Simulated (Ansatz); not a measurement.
# Slab of bcc W (110), 5 layers

The slab is cut from the bcc crystal, the stable phase, as relaxed on PAW files (15.69 Å³/atom), with 16 Å of vacuum and a dipole correction:

```xyz
5
Lattice="2.7314 0.0000 0.0000 -0.9105 2.5752 0.0000 0.0000 0.0000 24.9206" Properties=species:S:1:pos:R:3 pbc="T T T"
W     0.0000    0.0000    8.0000
W     0.9105    1.2876   10.2302
W     0.0000    0.0000   12.4603
W     0.9105    1.2876   14.6904
W     0.0000    0.0000   16.9206
```

All numbers are PBEsol results (scalar-relativistic) from Ansatz 0.2.0, with a Γ-centred 14×14×1 k mesh, Fermi–Dirac smearing of 0.1 eV, no spin polarisation. Methods: LAPW: all electrons, basis error target 1 meV/atom; PAW: frozen-core files, cutoff 420 eV.

The bulk energy comes from a cell in the slab's orientation on a 14×14×8 mesh. The surface energy is (E(slab) − N·E(bulk))/2A at zero smearing, the mean of both faces; thin slabs carry quantum-size effects.

Spin–orbit coupling is left out, which matters for the heavy atoms. The PAW files were made under PBE. The cell is 1×1, so reconstructions are forbidden, and in slabs of four or five layers the relaxations can be far larger than at a real surface.

Problem. As cut, the LAPW slab lies 3.190 eV above 5 atoms of bulk. What surface energy is that?

Solution. Over two faces of 7.03 Å² it is 226.8 meV/Å², and times 16.02 J/m² per eV/Å² that gives γ = 3.633 J/m².

```csv
method,γ as cut (J/m²),γ relaxed (J/m²),Φ as cut (eV),Φ relaxed (eV)
LAPW,3.633,3.569,?,?
```

Problem. What belongs in the row "LAPW", column "Φ relaxed (eV)"?

Solution. 4.87.

Problem. Fill in "Φ as cut (eV)" for the row "LAPW".

Solution. 4.98.

Problem. How do the spacings between the planes relax?

Solution. From the bottom face up: d12 -3.6 % of 2.230 Å, d23 +0.3 % of 2.230 Å, d34 +0.3 % of 2.230 Å, d45 -3.6 % of 2.230 Å.

Problem. What changes if the images along the normal are cut off in place of the dipole correction?

Solution. LAPW then gives: no gap, work function 4.87 eV; PAW: no gap, work function 4.87 eV.

Problem. A field of 0.5 V/Å is applied along the normal, atoms held. What follows?

Solution. LAPW finds an induced dipole of 0.2471 e·Å a cell (PAW 0.2471), that is 12.71 Å for 4πα over the area, against 8.77 Å between the outer atoms.

Problem. A 4f core hole is made on one atom of each kind in every 1×1 cell (PAW hole dataset, neutral cell, valence without spin). What does it cost by layer?

Solution. layer 1 32.17 eV, layer 2 32.47 eV, layer 3 32.43 eV. Shifts between layers mean more than the absolute values, and a whole layer of holes screens otherwise than one hole.
